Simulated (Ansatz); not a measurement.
**Equation of state of titanium, simple cubic**

Method: Ansatz 0.2.0, DFT, BLYP, plane waves (420 eV) with PAW, scalar-relativistic. (PAW data from PBE, frozen cores regenerated.)

The cell is scaled uniformly from the relaxed one, with fractional coordinates and shape fixed. Energies are extrapolated to zero smearing, pressures are those at the given smearing. Magnetic state: spin not included.

```csv
V (Å³/atom),E − E₀ (meV/atom),P (GPa)
16.832,68.9,11.36
17.597,27.0,6.76
18.362,5.3,2.97
19.127,0.2,-0.17
19.892,8.8,-2.78
20.657,28.7,-4.94
21.422,58.1,-6.73
```

(1) Fit a third-order Birch-Murnaghan equation.

## Answers

(1) V₀ = 19.01 Å³/atom, B₀ = 73 GPa, B₀′ = 3.7.
